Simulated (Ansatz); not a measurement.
Does relaxation matter for the field gradients of SiO2 with vanadium replacing Si?

Start: a supercell of SiO2 (cristobalite type, P4_12_12) built from a COD entry, with all atoms left at the host's positions.

Space group C2 (No. 5); a = 13.9260, b = 14.0912, c = 9.9058 Å, β = 134.66°.

```
site  Wyckoff  site symmetry       x       y       z
   V       2a              2  0.0000  0.8505  0.0000
 Si2       2a              2  0.5000  0.8505  0.0000
 Si3       4c              1  0.7500  0.6005  0.5000
 Si5       4c              1  0.9755  0.7500  0.7010
 Si6       4c              1  0.4755  0.7500  0.7010
 Si7       4c              1  0.2255  0.0000  0.2010
 Si8       4c              1  0.7255  0.0000  0.2010
 Si9       4c              1  0.2500  0.6495  0.0000
Si11       2b              2  0.5000  0.8995  0.5000
Si12       2b              2  0.0000  0.8995  0.5000
 O17       4c              1  0.1232  0.9142  0.0682
 O18       4c              1  0.6232  0.9142  0.0682
 O19       4c              1  0.8732  0.6642  0.5682
 O20       4c              1  0.3732  0.6642  0.5682
 O21       4c              1  0.1282  0.7159  0.8283
 O22       4c              1  0.6282  0.7159  0.8283
 O23       4c              1  0.3782  0.9659  0.3283
 O24       4c              1  0.8782  0.9659  0.3283
 O25       4c              1  0.3050  0.5858  0.9318
 O26       4c              1  0.8050  0.5858  0.9318
 O27       4c              1  0.5550  0.8358  0.4318
 O28       4c              1  0.0550  0.8358  0.4318
 O29       4c              1  0.5499  0.7841  0.1717
 O30       4c              1  0.0499  0.7841  0.1717
 O31       4c              1  0.2999  0.5341  0.6717
 O32       4c              1  0.7999  0.5341  0.6717
```

One atom of each set is listed; the run and its k-mesh use a cell of 48 atoms with edges of 9.91, 9.91, 9.91 Å.

The numbers come from a DFT calculation in Ansatz (PBE, plane waves and PAW, scalar-relativistic, 420 eV cutoff, Γ-centred 3×3×3 k-points, Fermi–Dirac smearing 0.01 eV, cell charge +1).

The largest force at the start is 3.6 eV/Å. Relaxing the ions at fixed cell moves them by 0.216 Å at most (atom 30, O) and 0.124 Å rms.

| site | moved (Å) | first shell before | first shell after | V_zz before (10²¹ V/m²) | η before |
| --- | --- | --- | --- | --- | --- |
| V | 0.134 | 4 O at 1.60–1.61 Å | 4 O at 1.71 Å | -0.15 | 0.14 |
| Si2 | 0.063 | 4 O at 1.60–1.61 Å | 4 O at 1.63 Å | -0.27 | 0.59 |
| Si3 | 0.111 | 4 O at 1.60–1.61 Å | 4 O at 1.62–1.64 Å | 0.35 | 0.59 |
| Si5 | 0.195 | 4 O at 1.60–1.61 Å | 4 O at 1.61–1.68 Å | 1.22 | 0.46 |
| Si7 | 0.079 | 4 O at 1.60–1.61 Å | 4 O at 1.61–1.68 Å | 1.05 | 0.28 |
| Si9 | 0.076 | 4 O at 1.60–1.61 Å | 4 O at 1.62–1.63 Å | -0.42 | 0.44 |
| Si11 | 0.033 | 4 O at 1.60–1.61 Å | 4 O at 1.62–1.63 Å | -0.24 | 0.36 |
| Si12 | 0.026 | 4 O at 1.60–1.61 Å | 4 O at 1.62–1.63 Å | -0.49 | 0.48 |
| O17 | 0.130 | 1 V at 1.60 Å, 1 Si at 1.61 Å, angle 147° | 1 Si at 1.68 Å, 1 V at 1.71 Å, angle 143° | 4.74 | 0.26 |
| O21 | 0.099 | 2 Si at 1.60–1.61 Å, angle 147° | 2 Si at 1.61–1.63 Å, angle 145° | 9.12 | 0.18 |
| O28 | 0.088 | 2 Si at 1.60–1.61 Å, angle 147° | 2 Si at 1.61–1.63 Å, angle 142° | 9.37 | 0.10 |
| O30 | 0.216 | 1 Si at 1.60 Å, 1 V at 1.61 Å, angle 147° | 1 Si at 1.68 Å, 1 V at 1.71 Å, angle 142° | 5.13 | 0.13 |
| O31 | 0.155 | 2 Si at 1.60–1.61 Å, angle 147° | 2 Si at 1.62–1.63 Å, angle 139° | 9.47 | 0.16 |

Task: How do the gradients change?

Result: 

| site | V_zz after | η after | change of V_zz |
| --- | --- | --- | --- |
| V | 0.92 | 0.54 | +1.07 |
| Si2 | -0.28 | 0.80 | -0.01 |
| Si3 | 1.01 | 0.31 | +0.66 |
| Si5 | 2.98 | 0.32 | +1.76 |
| Si7 | 2.80 | 0.13 | +1.75 |
| Si9 | -0.89 | 0.72 | -0.47 |
| Si11 | 0.55 | 0.87 | – |
| Si12 | 1.17 | 0.63 | – |
| O17 | 5.65 | 0.29 | +0.91 |
| O21 | 9.56 | 0.17 | +0.44 |
| O28 | 9.45 | 0.19 | +0.08 |
| O30 | 6.04 | 0.21 | +0.91 |
| O31 | 9.27 | 0.27 | -0.20 |

The largest change of V_zz along a kept axis is on Si5, from 1.22 to 2.98. In per cent, |V_zz| changes by +145 to +167 on Si, -2 to +19 on O (all sites that start above 0.5). Where |V_zz| stays above 0.1 and the axes keep their order, η moves most on Si3, from 0.59 to 0.31. On Si9, V V_xx and V_yy change places (or their axes turn by over 50°), so the two values of η hide a larger change. V_zz changes sign on V (axis turned by 19°). On Si12, Si11 the largest principal value lies along another axis in the second run, so the two V_zz can't be compared directly. The table leaves out 13 of the 26 sites, with |V_zz| up to 9.61; their tensors move by 1.35 at most along any direction. The statements above cover all sites. The host's own positions weren't relaxed first, so part of the change far from the defect can be the host's relaxation.

The defect repeats with the cell of 48 atoms, so it feels its images: sites between two images don't show the values beside a lone defect, and zeros or small values of η there can come from the images' arrangement. O and Si carry a gradient in the pure host already, so the values there aren't the defect's effect alone. A uniform background compensates the cell's charge.
Before: The cell keeps the host's lattice, where the PBE pressure is 10 GPa (in a charged cell this depends on the convention for the mean potential). The neighbours have not yet relaxed around the defect (largest force 3.6 eV/Å), so the values at and beside it are those of a strained start, not of the defect in a real crystal.
After: The relaxation keeps the site symmetry 2 of the start, so the impurity can move only along its axis; a start off the site could end lower.
